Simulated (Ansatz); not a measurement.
MnGa: do energies and stresses tell the same story?

These are results of DFT PBEsol, scalar-relativistic, plane waves, PAW in Ansatz, not measurements.

Settings: cutoff 420 eV, Γ-centred mesh 18×18×10 on the computed 2-atom cell, Gaussian smearing of 0.10 eV; collinear spin from starting moments 1.89 0 μB.

Relaxed cell: P-6m2, a = 2.689 Å, b = 2.689 Å, c = 4.029 Å, α = 90.00°, β = 90.00°, γ = 120.00°, 2 atoms in the primitive cell. Whether it is the stable form of this composition wasn't checked.

Energies at zero smearing and pressures from the stress tensor, at volumes with shape and atoms relaxed:
| V (Å³/atom) | E − E(first) (meV/atom) | P (GPa) |
| --- | --- | --- |
| 11.098 | 0.00 | 27.36 |
| 11.476 | -53.56 | 18.36 |
| 11.855 | -87.67 | 10.95 |
| 12.233 | -106.03 | 4.90 |
| 12.611 | -111.51 | -0.01 |
| 12.990 | -106.64 | -4.00 |
| 13.368 | -93.25 | -7.26 |
| 13.872 | -65.02 | -9.40 |

**Question.** Check P = −dE/dV between neighbouring volumes, and get the bulk modulus from the pressures alone.

**Answer.** With 1 eV/Å³ = 160.2 GPa:
```csv
middle V (Å³/atom),−ΔE/ΔV (GPa),mean P (GPa)
11.287,22.680,22.859
11.665,14.448,14.655
12.044,7.772,7.926
12.422,2.321,2.445
12.801,-2.062,-2.008
13.179,-5.671,-5.634
13.620,-8.964,-8.330
```

The two differ by 0.63 GPa at most. The mean of two end pressures misses the average over a step by about ΔV² P″/12, up to 0.19 GPa here; with that taken off 0.46 GPa remains. The stress is the derivative of the free energy, not of the energy at zero smearing, and with free energies 0.17 GPa remains. The largest site moment goes from 1.36 to 2.26 μB along the series, which bends P(V). Around V = 12.611 Å³/atom, the two neighbours give B = −V ΔP/ΔV = 12.611 × 8.91 / 0.757 = 148.4 GPa, against B0 = 146.9 GPa from the Birch–Murnaghan fit of the energies.

Only parallel moments were tried here.

Only this magnetic start was tried.